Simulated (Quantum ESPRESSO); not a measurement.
## Li2Al2Mo2HfTa (input and log of a self-consistent run)

Computed values, not a measurement. The program is pw.x of Quantum ESPRESSO 7.5 (plane-wave density functional theory). The cell is made up: eight metal atoms on a face-centred cubic lattice, with elements, volume, strain and displacements drawn at random and not relaxed, so it may be unstable or far from any real phase. PseudoDojo standard norm-conserving files set the functional (PBE unless stated); there is no spin polarisation or spin-orbit coupling, the Fermi-Dirac width of 0.25 eV means electrons at about 2900 K, and the masses in the input are unused placeholders. Heavy elements are run without spin-orbit coupling, which real alloys of them have. A spin test at this wide smearing found no moment, but such smearing suppresses magnetism that the real alloy may have.

Input:

```
&control calculation='scf', pseudo_dir='./dojo.nc.sr.pbe.v0_5.standard.upf', outdir='./o', disk_io='medium', tprnfor=.true., tstress=.true. /
&system ibrav=0, nat=8, ntyp=5, nbnd=46, ecutwfc=82.02448710, nosym=.true., tot_charge=0,
 occupations='smearing', smearing='fd', degauss=0.0183746611
/
&electrons conv_thr=1.470e-08, electron_maxstep=70, mixing_beta=0.5 /
ATOMIC_SPECIES
Al 1.0 Al.upf
Hf 1.0 Hf.upf
Li 1.0 Li.upf
Mo 1.0 Mo.upf
Ta 1.0 Ta.upf
CELL_PARAMETERS angstrom
0.0 0.0 -4.1185
4.1185 0.0 0.0
0.0 -8.2371 0.0
ATOMIC_POSITIONS angstrom
Li -0.0434 -0.0544 -0.0992
Al -0.0501 -4.0153 0.0262
Al 1.9612 -2.1648 -0.114
Li 1.9958 -6.1894 -0.0429
Mo -0.0581 -2.07 -2.1369
Mo -0.0174 -6.1417 -2.0918
Hf 2.0595 0.0446 -2.0182
Ta 2.0663 -4.167 -1.9954
K_POINTS automatic
7 7 4 1 1 1
```

The log is shortened where brackets say so; the opening notice, blank lines, dates and the lines on written files are dropped, and the path of the files is cut. It prints rydbergs, bohrs and kilobars, and counts compression as positive stress. Its total energy is the free energy E - TS of the whole cell.

```
     Program PWSCF v.7.5
     Parallel version (MPI & OpenMP), running on       1 processor cores
     Number of MPI processes:                 1
     Threads/MPI process:                     1
     [start-up lines left out]
     bravais-lattice index     =            0
     lattice parameter (alat)  =       7.7828  a.u.
     unit-cell volume          =     942.8641 (a.u.)^3
     number of atoms/cell      =            8
     number of atomic types    =            5
     number of electrons       =        65.00
     number of Kohn-Sham states=           46
     kinetic-energy cutoff     =      82.0245  Ry
     charge density cutoff     =     328.0979  Ry
     scf convergence threshold =      1.5E-08
     mixing beta               =       0.5000
     number of iterations used =            8  plain     mixing
     Exchange-correlation= PBE
                           (   1   4   3   4   0   0   0)
     [axes and pseudopotential details left out]
   Cartesian axes
     site n.     atom                  positions (alat units)
         1        Li     tau(   1) = (  -0.0105378  -0.0132087  -0.0240864  )
         2        Al     tau(   2) = (  -0.0121646  -0.9749423   0.0063615  )
         3        Al     tau(   3) = (   0.4761928  -0.5256283  -0.0276800  )
         4        Li     tau(   4) = (   0.4845939  -1.5028287  -0.0104164  )
         5        Mo     tau(   5) = (  -0.0141071  -0.5026102  -0.5188540  )
         6        Mo     tau(   6) = (  -0.0042248  -1.4912468  -0.5079034  )
         7        Hf     tau(   7) = (   0.5000607   0.0108292  -0.4900328  )
         8        Ta     tau(   8) = (   0.5017118  -1.0117761  -0.4844968  )
     number of k points=    98  Fermi-Dirac smearing, width (Ry)=  0.0184
                       cart. coord. in units 2pi/alat
        k(    1) = (   0.0714286  -0.0624992  -0.0714286), wk =   0.0204082
        k(    2) = (   0.0714286  -0.1874977  -0.0714286), wk =   0.0204082
     [further k points left out]
     Dense  grid:    94637 G-vectors     FFT dimensions: (  45,  45,  90)
     Estimated max dynamical RAM per process >     150.30 MB
     Initial potential from superposition of free atoms
     starting charge      64.9804, renormalised to      65.0000
     Starting wfcs are   52 randomized atomic wfcs
     total cpu time spent up to now is       41.7 secs
     per-process dynamical memory:    87.7 Mb
     Self-consistent Calculation
     iteration #  1     ecut=    82.02 Ry     beta= 0.50
     Davidson diagonalization with overlap
     ethr =  1.00E-02,  avg # of iterations =  3.8
     total cpu time spent up to now is      151.0 secs
     total energy              =    -561.64108507 Ry
     estimated scf accuracy    <       1.11574682 Ry
     iteration #  2     ecut=    82.02 Ry     beta= 0.50
     Davidson diagonalization with overlap
     ethr =  1.72E-03,  avg # of iterations =  3.1
     total cpu time spent up to now is      265.1 secs
     total energy              =    -561.33178653 Ry
     estimated scf accuracy    <       8.44505564 Ry
     iteration #  3     ecut=    82.02 Ry     beta= 0.50
     Davidson diagonalization with overlap
     ethr =  1.72E-03,  avg # of iterations =  2.1
     total cpu time spent up to now is      349.6 secs
     total energy              =    -561.98671673 Ry
     estimated scf accuracy    <       2.39422851 Ry
     iteration #  4     ecut=    82.02 Ry     beta= 0.50
     Davidson diagonalization with overlap
     ethr =  1.72E-03,  avg # of iterations =  1.3
     total cpu time spent up to now is      418.3 secs
     total energy              =    -562.14537333 Ry
     estimated scf accuracy    <       0.27167080 Ry
     iteration #  5     ecut=    82.02 Ry     beta= 0.50
     Davidson diagonalization with overlap
     ethr =  4.18E-04,  avg # of iterations =  1.7
     total cpu time spent up to now is      487.6 secs
     total energy              =    -562.14397908 Ry
     estimated scf accuracy    <       0.20197696 Ry
     [iterations 6 to 8 left out]
     iteration #  9     ecut=    82.02 Ry     beta= 0.50
     Davidson diagonalization with overlap
     ethr =  1.39E-07,  avg # of iterations =  2.1
     total cpu time spent up to now is      899.7 secs
     total energy              =    -562.16574579 Ry
     estimated scf accuracy    <       0.00002255 Ry
     iteration # 10     ecut=    82.02 Ry     beta= 0.50
     Davidson diagonalization with overlap
     ethr =  3.47E-08,  avg # of iterations =  2.0
     total cpu time spent up to now is     1006.4 secs
     total energy              =    -562.16574944 Ry
     estimated scf accuracy    <       0.00000327 Ry
     iteration # 11     ecut=    82.02 Ry     beta= 0.50
     Davidson diagonalization with overlap
     ethr =  5.04E-09,  avg # of iterations =  2.0
     total cpu time spent up to now is     1093.4 secs
     total energy              =    -562.16574987 Ry
     estimated scf accuracy    <       0.00000016 Ry
     iteration # 12     ecut=    82.02 Ry     beta= 0.50
     Davidson diagonalization with overlap
     ethr =  2.46E-10,  avg # of iterations =  3.8
     total cpu time spent up to now is     1181.0 secs
     total energy              =    -562.16574989 Ry
     estimated scf accuracy    <       0.00000009 Ry
     iteration # 13     ecut=    82.02 Ry     beta= 0.50
     Davidson diagonalization with overlap
     ethr =  1.32E-10,  avg # of iterations =  1.9
     total cpu time spent up to now is     1257.6 secs
     End of self-consistent calculation
     [lines on levels left out]
!    total energy              =    -562.16574990 Ry
     estimated scf accuracy    <          7.0E-09 Ry
     smearing contrib. (-TS)   =      -0.09144624 Ry
     internal energy E=F+TS    =    -562.07430366 Ry
     The total energy is F=E-TS. E is the sum of the following terms:
     one-electron contribution =    -193.15826689 Ry
     hartree contribution      =     113.47920681 Ry
     xc contribution           =    -110.11672421 Ry
     ewald contribution        =    -372.27851938 Ry
     convergence has been achieved in  13 iterations
     Forces acting on atoms (cartesian axes, Ry/au):
     atom    1 type  3   force =     0.00373083   -0.00016297    0.01669797
     atom    2 type  1   force =     0.00444543   -0.03065723   -0.00652759
     atom    3 type  1   force =     0.00873075    0.02095557    0.03006193
     atom    4 type  3   force =     0.00442459    0.01466766    0.01161894
     atom    5 type  4   force =     0.00479444   -0.02648069    0.02170512
     atom    6 type  4   force =    -0.00350716    0.03993546    0.00760229
     atom    7 type  2   force =    -0.01053787   -0.00761643   -0.03327726
     atom    8 type  5   force =    -0.01208100   -0.01064136   -0.04788139
     Total force =     0.098855     Total SCF correction =     0.000248
     Computing stress (Cartesian axis) and pressure
          total   stress  (Ry/bohr**3)                   (kbar)     P=      -74.78
  -0.00062477   0.00000795   0.00000285          -91.91        1.17        0.42
   0.00000795  -0.00065703   0.00003413            1.17      -96.65        5.02
   0.00000285   0.00003413  -0.00024326            0.42        5.02      -35.79
     init_run     :     36.85s CPU     41.30s WALL (       1 calls)
     electrons    :   1148.50s CPU   1215.96s WALL (       1 calls)
     forces       :     14.71s CPU     14.90s WALL (       1 calls)
     stress       :     65.98s CPU     66.41s WALL (       1 calls)
     [timing details left out]
     PWSCF        :  21m 6.83s CPU  22m22.63s WALL
     JOB DONE.
```

In other units: free energy -7648.655 eV for the cell, pressure -7.48 GPa, largest force component 1.231 eV/Å in size. The run took 1345 s of wall time with one process on a shared machine (AMD EPYC, Zen 5, virtual cores), so the time is rough. A rerun of this cell at a higher cutoff and on a denser mesh moved values by no more than 0.002 eV in energy, 0.02 GPa in stress and 0.003 eV/Å in force, and a second program with other atomic files agreed on that cell to 2 % rms in force and 0.5 GPa in pressure.